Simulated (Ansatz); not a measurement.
In r²SCAN (plane waves, PAW; program Ansatz), Cu3Sb in the hexagonal phase (P6/mmm; Sb on 1a, Cu on 1b, Cu on 2c) relaxes to a = 4.479 Å, c = 4.889 Å. Cu on 1b has 2 nearest neighbours from 2.44 Å (linear). Against the elements it lies at 0.45 eV/atom, with no fitted shifts.

Electronic character: metallic (no gap). Gap from r²SCAN with spin–orbit coupling: none (metallic).

The bulk modulus is 66.3 GPa. Bader charges are Sb -0.29, Cu +0.08 to +0.14 e.

The start of the workflow was typed in or built on a structure type; neither database checked (COD, Materials Project) lists it. Its standing as an ambient phase is unchecked. The r²SCAN relaxation kept the symmetry of its start; its stability against distortions is not shown here. No spin polarisation was allowed. Its formation energy is positive at this level, so the cell may be metastable or incomplete. The references are the lowest solids computed at this level, not always the standard phases. Spin–orbit coupling is left out wherever it is not named.

Potentials: the earlier of the program's two PAW sets.
